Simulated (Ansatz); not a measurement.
Li4Nb6O18Zn:
```cif
data_Li4Nb6O18Zn
_chemical_formula_sum 'Li4 Nb6 O18 Zn1'
_space_group_name_H-M_alt 'P 1'
_space_group_IT_number 1
_cell_length_a 5.16341
_cell_length_b 5.16341
_cell_length_c 13.89371
_cell_angle_alpha 90.000
_cell_angle_beta 90.000
_cell_angle_gamma 120.000
loop_
_space_group_symop_operation_xyz
  'x, y, z'
loop_
_atom_site_label
_atom_site_type_symbol
_atom_site_fract_x
_atom_site_fract_y
_atom_site_fract_z
_atom_site_occupancy
Li1 Li 0.66667 0.33333 0.55809 1
Li2 Li 0.33333 0.66667 0.38769 1
Li3 Li 0.33333 0.66667 0.88239 1
Li4 Li 0.00000 0.00000 0.72251 1
Nb1 Nb 0.33333 0.66667 0.16303 1
Nb2 Nb 0.66667 0.33333 0.33916 1
Nb3 Nb 0.00000 0.00000 0.50400 1
Nb4 Nb 0.33333 0.66667 0.66903 1
Nb5 Nb 0.66667 0.33333 0.83634 1
Nb6 Nb 0.00000 0.00000 0.99409 1
O1 O 0.05655 0.73991 0.10466 1
O2 O 0.68336 0.94345 0.10466 1
O3 O 0.00819 0.37048 0.27295 1
O4 O 0.26009 0.31664 0.10466 1
O5 O 0.36229 0.99181 0.27295 1
O6 O 0.62952 0.63771 0.27295 1
O7 O 0.70472 0.04719 0.43691 1
O8 O 0.34247 0.29528 0.43691 1
O9 O 0.67603 0.71380 0.60232 1
O10 O 0.95281 0.65753 0.43691 1
O11 O 0.03777 0.32397 0.60232 1
O12 O 0.28620 0.96223 0.60232 1
O13 O 0.37438 0.38179 0.76744 1
O14 O 0.00741 0.62562 0.76744 1
O15 O 0.33390 0.03461 0.93000 1
O16 O 0.61821 0.99259 0.76744 1
O17 O 0.70071 0.66610 0.93000 1
O18 O 0.96539 0.29929 0.93000 1
Zn1 Zn 0.00000 0.00000 0.21722 1
```

Relaxed with r²SCAN. The program Ansatz at the r²SCAN level (PAW) gives a gap of 3.60 eV.

Question: What gap does HSE06 give on the same cell (Ansatz, PAW)?

Answer: 4.62 eV, 1.02 eV more. The hybrid was solved on a coarser mesh and at special points; its gap is the smallest among all of these.

```
k  v1 r²SCAN  c1 r²SCAN  v1 HSE06  c1 HSE06
-  ---------  ---------  --------  --------
Γ      -0.02       3.61     -0.02      4.64
A       0.00       3.69       [?]       [?]
K      -0.08       3.73       [?]       [?]
H      -0.11       3.78       [?]       [?]
M      -0.10       3.62     -0.11      4.64
L      -0.10       3.64       [?]       [?]
```

Question: Top valence (v1) and lowest conduction level (c1) in eV from each method's valence maximum (which need not be a listed point): supply the withheld HSE06 values.

Answer: 
- A, v1 HSE06: 0.00
- A, c1 HSE06: 4.72
- H, v1 HSE06: -0.12
- H, c1 HSE06: 4.81
- K, v1 HSE06: -0.09
- K, c1 HSE06: 4.75
- L, v1 HSE06: -0.11
- L, c1 HSE06: 4.67

Cost on shared cores: the r²SCAN run (SCF on a 6×6×2 mesh, then bands and DOS) around 30 core-minutes (rough), the HSE06 run (SCF on 4×4×2, then a few points) very roughly 40 core-minutes; the tasks are unlike.

Space group P3. The start of the workflow was typed in or built on a structure type; neither database checked (COD, Materials Project) lists it. Whether it is the stable phase at ambient conditions was not checked. The r²SCAN relaxation kept the symmetry of its start; its stability against distortions is not shown here. The run is not spin-polarised. Scalar-relativistic: spin–orbit coupling is off unless named, which matters more the heavier the elements.

Potentials: the later of the program's two PAW sets.
